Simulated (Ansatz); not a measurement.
Relaxed-ion elastic tensor of MgB2 in space group P6/mmm (No. 191; Mg on 1a, B on 2d) in GPa (Voigt order), plane-wave PAW LDA (Ansatz code); density 2.76 g/cm³, 9.20 Å³ per atom.

```
      1     2     3     4     5    6
-  ----  ----  ----  ----  ----  ---
1   454  67.0  39.2   0.0   0.0  0.0
2  67.0   454  39.2   0.0   0.0  0.0
3  39.2  39.2   280   0.0   0.0  0.0
4   0.0   0.0   0.0  78.4   0.0  0.0
5   0.0   0.0   0.0   0.0  78.4  0.0
6   0.0   0.0   0.0   0.0   0.0  194
```

Q: Is the crystal mechanically stable?

A: Yes: the smallest eigenvalue of C is 78.4 GPa.

Q: Work out the Voigt, Reuss and Hill averages.

A: K_V = 164, K_R = 155, K_H = 160; G_V = 140, G_R = 117, G_H = 128 GPa.

Q: Give Young's modulus, Poisson's ratio, Pugh's ratio and the universal anisotropy index.

A: E = 9KG/(3K + G) = 304 GPa; ν = 0.18; K/G = 1.24 (brittle by the Pugh limit of 1.75); A_U = 5G_V/G_R + K_V/K_R − 6 = 1.03.

Q: Estimate the sound speeds and the Debye temperature.

A: v_l = √((K + 4G/3)/ρ) = 10900 m/s, v_t = √(G/ρ) = 6810 m/s, mean 7510 m/s; Θ = (h/k)(3n/4πV)^(1/3) v_m = 1070 K.

Q: How much does each axis shrink under pressure?

A: Linear compressibilities β_i = Σ_j S_ij (j = 1 to 3): x 1.7, y 1.7, z 3.1 per TPa.

The LDA relaxation kept the symmetry of its start; of distortions, only those at the zone centre were tested. As this level gives no gap, shear constants depend on the k-mesh and smearing (Fermi–Dirac, 0.1 eV here). On the denser mesh and wider smearing of the elastic run this cell carries a stress of 0.8 GPa.

Potentials: the later of the program's two PAW sets.
